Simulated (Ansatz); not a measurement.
AlPd (rock salt, Fm-3m) at seven volumes, the program Ansatz at the r²SCAN level (PAW), scaled uniformly. One row is withheld.

```tsv
V (Å³/atom)	P (GPa)
14.990	13.92
15.484	?
15.978	3.88
16.472	0.00
16.967	-3.27
17.461	-6.03
17.955	-8.34
```

Task: Fit the shown pressures and predict the withheld one.

Result: Third-order Birch–Murnaghan: P = (3/2)B₀(x^(7/2) − x^(5/2))[1 + (3/4)(B′ − 4)(x − 1)] with x = (V₀/V)^(2/3). Least squares on the six rows gives V₀ = 16.472 Å³/atom, B₀ = 118.4 GPa, B′ = 4.67. At V = 15.484, x = 1.0421 and P = 8.46 GPa. The run itself gave 8.47 GPa.

The start of the workflow was typed in or built on a structure type; neither database checked (COD, Materials Project) lists it. Whether it is the stable phase at ambient conditions was not checked. The cell was relaxed with r²SCAN under the symmetry of its start. At this level the phase is mechanically unstable. No spin polarisation was allowed.

Potentials: the later of the program's two PAW sets.
